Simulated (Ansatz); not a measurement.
CaZrN₂ in space group R-3m (No. 166; Ca on 3a, Zr on 3b, N on 6c), plane-wave PAW LDA (Ansatz code). The conduction-band minimum lies at F, with 3 equivalent valleys. Second derivatives d²E/dk² of the lowest band at one valley (eV·Å²), along Cartesian directions:

```
direction  d²E/dk²
---------  -------
[100]        26.73
[010]        42.90
[001]        32.81
[110]        20.80
[101]        13.24
[011]        28.34
```

Find the principal effective masses, the density-of-states mass and the conductivity mass.

Off-diagonal terms follow from H_xy = H[110] − (H_xx + H_yy)/2, and m*/mₑ = 7.620 eV·Å² over each eigenvalue: 0.15, 0.17, 1.4. One valley's DOS mass (m₁m₂m₃)^(1/3) = 0.33, conductivity mass 3/(Σ 1/mᵢ) = 0.22 mₑ.

What effective density of states Nc follows at 300 K for parabolic valleys?

Nc = 2.509e19 × 3 × (0.33)^(3/2) ≈ 1.4e19 cm⁻³.

With the computed static dielectric constant 71.8 (mean of the diagonal), estimate a hydrogenic donor's binding energy and radius.

E = 13.606 eV × 0.22/71.8² ≈ 0.58 meV; a = 0.529 Å × ε/m* ≈ 170 Å. Semilocal masses tend to be too small where the gap is.

The workflow started from a Materials Project entry (that database holds measured and hypothetical structures alike); the Crystallography Open Database copy checked does not list it. Its standing as an ambient phase is unchecked. The LDA relaxation kept the symmetry of its start; of distortions, only those at the zone centre were tested. The run is not spin-polarised. Spin–orbit coupling is left out wherever it is not named.

Potentials: the later of the program's two PAW sets.
